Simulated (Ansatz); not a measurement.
TiO2:
```yaml
crystal:
  lattice:
    - [-1.89960, 1.89960, 4.84915]
    - [1.89960, -1.89960, 4.84915]
    - [1.89960, 1.89960, -4.84915]
  atoms:
    - { symbol: Ti, position: [0.00000, 0.00000, 0.00000] }
    - { symbol: Ti, position: [0.75000, 0.25000, 0.50000] }
    - { symbol: O, position: [0.20648, 0.20648, 0.00000] }
    - { symbol: O, position: [0.95648, 0.45648, 0.50000] }
    - { symbol: O, position: [0.54352, 0.04352, 0.50000] }
    - { symbol: O, position: [0.79352, 0.79352, 0.00000] }
```

Relaxed with PBE.

### Question
Give the Bader charges and basin volumes of the independent atoms, DFT-PBE in the program Ansatz with PAW potentials.

### Answer


| atom | Bader charge (e) | Bader volume (Å³) |
|---|---|---|
| Ti1 | +2.28 | 7.2 |
| O3 | -1.14 | 13.9 |

Space group I4_1/amd (anatase). Symmetry was held in the PBE relaxation. The run is not spin-polarised.

Potentials: the later of the program's two PAW sets.
